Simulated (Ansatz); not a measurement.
Relaxed HfN (rock salt):

```
HfN
1.0
    0.00000     2.26274     2.26274
    2.26274     0.00000     2.26274
    2.26274     2.26274     0.00000
N Hf
1 1
Direct
  0.00000   0.00000   0.00000
  0.50000   0.50000   0.50000
```

Calculation: r2SCAN (plane waves to 500 eV, PAW, scalar-relativistic; Ansatz, a first-principles code). k mesh 14×14×14 (Γ-centred), Fermi-Dirac smearing 0.05 eV. With partly filled bands, energies and forces of such displacements shift with the k mesh and the smearing. HfN is run without spin polarisation. HfN was relaxed with its symmetry unable to fall. Spin-orbit coupling is left out, though Hf is heavy.

One atom of the cell was then moved (with its periodic images), all else fixed, and the forces (eV/Å) came out as:

```json
[
 {"atom": "N1", "Fx": "-5.148", "Fy": "0.000", "Fz": "0.000"},
 {"atom": "Hf2", "Fx": "5.148", "Fy": "0.000", "Fz": "0.000"}
]
```

With two atoms only their relative shift counts; take Hf2 as fixed.

Question: Which atom was moved, and by which vector (Å)?

Answer: N1, by (0.36, 0.00, 0.00), 0.36 Å in all.

(A displaced cell: forces are minus the slopes of the energy, force constants its curvatures, and phonons follow from these.)
